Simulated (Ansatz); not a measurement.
## PbS: input and output

Input file of Ansatz 0.2.0:

```yaml
crystal:
  lattice:
    - [0.0, 2.963442, 2.963442]
    - [2.963442, 0.0, 2.963442]
    - [2.963442, 2.963442, 0.0]
  atoms:
    - { symbol: Pb, position: [0.0, 0.0, 0.0] }
    - { symbol: S, position: [0.5, 0.5, 0.5] }
kpoints:
  mp_grid: { grid: [3, 3, 3], shift: [0, 0, 0] }
magnetization:
  noncollinear: true
  spin_orbit: true
scf:
  occupations: { method: fermi_dirac }
hamiltonian:
  pseudopotentials: { kind: paw_fr }
  xc: hse06
basis:
  ecutwfc: 420
  fft_grid_basis: typed
output:
  forces: true
  stress: true
  eigenvalues: true
  bader: true
  populations: true
  elf: true
  write_potential: true
  volumetric_format: npy
  dos:
    e_range: [-12, 8]
    de: 0.05
    projected: { site_lists: { Pb: [Pb], S: [S] } }
    method: { smearing: { sigma: 0.1, scheme: gaussian } }
```

The state carries no moments; the state need not be the lowest.

Output (shortened):

```
Warning: output.stress: scf.convergence.dr2_threshold = 1e-7 eV (the SCF's general default) is looser than the 2e-10 eV advised for a printed stress (1e-10 eV for each atom of the cell: 2).
Warning: output.stress: scf.exx.energy_threshold = 1e-6 eV is looser than the 2e-8 eV advised for a stress under a hybrid functional (1e-8 eV for each atom of the cell: 2). Every SCF of the exchange loop can meet its threshold on dr2 while the loop round them stops early: no threshold on dr2 bounds what that leaves in the stress. Set scf.exx.energy_threshold to 2e-8 eV or tighter.
Pseudopotentials: kind: paw_fr
Pseudopotential: Pb, paw_fr, valence charge 14, recommended cutoff 420 eV (normal), Pb.paw.azcp#standard-fr
Pseudopotential: S, paw_fr, valence charge 6, recommended cutoff 420 eV (normal), S.paw.azcp#standard-fr
Functional definition: HSE06
  exchange = pbe_x - a*pbe_x_sr(omega) + a*exact_x_sr(omega)
  correlation = pbe_c
Crystal: 2 atoms, lattice volume = 52.050 Å³
Basis set: ecut = 420 eV, 965 PW (Γ), exchange–correlation on 60×60×60 points (8 copies of the dense FFT grid, shifted against one another)
Bands: 28, of which v1, the nominal top of the filled ones, is band 20 counted from 1 (19 counted from 0)
Symmetry: 48 space group operations + 48 with time reversal
Magnetic group: BNS 225.117 (UNI 1619), of the structure as read, at distance tolerance 3.7e-5 Å
k-points: 4 of 27
Initial density: superposition of atomic densities (chi_scale 0.1, normalization cell, long waves kept (reshape's long-wave potential 0.00 eV rms))
SCF iter   1: F=—  Δρ=2.78e-2  dr2=9.00e-1  dr2_m=0.00e0 (ungated)  |M|=0.00e0 ∫|m|=0.00e0 μB
SCF iter   2: F=—  Δρ=1.07e-2  dr2=6.10e-2  dr2_m=0.00e0 (ungated)  |M|=0.00e0 ∫|m|=0.00e0 μB  defer=4
SCF iter   3: F=—  Δρ=6.49e-3  dr2=1.69e-2  dr2_m=0.00e0 (ungated)  |M|=0.00e0 ∫|m|=0.00e0 μB  defer=2
SCF iter   4: F=-12848.1580 eV  Δρ=5.62e-4  dr2=1.28e-4  dr2_m=0.00e0 (ungated)  |M|=0.00e0 ∫|m|=0.00e0 μB  defer=2
SCF iter   1: F=—  Δρ=5.38e-3  dr2=1.28e-2  dr2_m=0.00e0 (ungated)  |M|=0.00e0 ∫|m|=0.00e0 μB
SCF iter   2: F=—  Δρ=1.94e-3  dr2=2.00e-3  dr2_m=0.00e0 (ungated)  |M|=0.00e0 ∫|m|=0.00e0 μB
SCF iter   3: F=—  Δρ=8.11e-4  dr2=3.75e-4  dr2_m=0.00e0 (ungated)  |M|=0.00e0 ∫|m|=0.00e0 μB
SCF iter   4: F=—  Δρ=8.82e-5  dr2=1.61e-5  dr2_m=0.00e0 (ungated)  |M|=0.00e0 ∫|m|=0.00e0 μB  defer=2
SCF iter   5: F=-12824.2347 eV  Δρ=7.11e-5  dr2=3.81e-6  dr2_m=0.00e0 (ungated)  |M|=0.00e0 ∫|m|=0.00e0 μB  defer=2
hybrid outer 1: dexx = +5.578e-3 eV, tail = 2.02e-5 eV
SCF iter   1: F=—  Δρ=3.76e-5  dr2=9.20e-7  dr2_m=0.00e0 (ungated)  |M|=0.00e0 ∫|m|=0.00e0 μB
SCF iter   2: F=—  Δρ=8.93e-6  dr2=6.58e-8  dr2_m=0.00e0 (ungated)  |M|=0.00e0 ∫|m|=0.00e0 μB
SCF iter   3: F=—  Δρ=7.51e-6  dr2=4.09e-8  dr2_m=0.00e0 (ungated)  |M|=0.00e0 ∫|m|=0.00e0 μB
SCF iter   4: F=-12824.2346 eV  Δρ=2.35e-6  dr2=2.48e-9  dr2_m=0.00e0 (ungated)  |M|=0.00e0 ∫|m|=0.00e0 μB
hybrid outer 2: dexx = +1.857e-7 eV, tail = 1.14e-8 eV, Δε = 2.32e-3 eV (about 8.75e-5 eV left of the loop's levels)
Magnetization: |M| = 0.0000 μB,  M = (+0.0000, +0.0000, +0.0000) μB
Absolute magnetization: 0.0000 μB (∫|m|)
  site 0: m = (+0.0000, +0.0000, +0.0000) μB, |m| = 0.0000 μB  (R = 1.22 Å)
  site 1: m = (+0.0000, +0.0000, +0.0000) μB, |m| = 0.0000 μB  (R = 1.22 Å)
Free energy (F): -12824.2346 eV
Frozen-core exchange: fock
Harris-Foulkes:  -12824.2346 eV  (|F-HF|=2.38e-10)
Internal energy: -12824.2346 eV  (E = F + TS)
E sigma→0 (E₀):  -12824.2346 eV
Entropy (-TS):    0.0000 eV (-0.010 meV/atom)
Fermi energy:    8.4518 eV
--- Stress (GPa, compression-positive) ---
       -0.4228       0.0000       0.0000
        0.0000      -0.4228       0.0000
        0.0000       0.0000      -0.4228
  P = ⅓ Tr σ = -0.4228 GPa (-4.228 kbar)
--- Bader charges: 2 sites ---
  site symbol  charge [e]  shift [e]  m_x [muB]  m_y [muB]  m_z [muB]
     0     Pb      1.0004     0.0000     0.0000     0.0000     0.0000
     1      S     -1.0004     0.0000     0.0000     0.0000     0.0000
```

Origin: a database entry at a rescaled volume. Caveats: the exchange threshold is loose for a stress; the SCF threshold is loose for a stress; hybrid functional on a coarse k mesh.
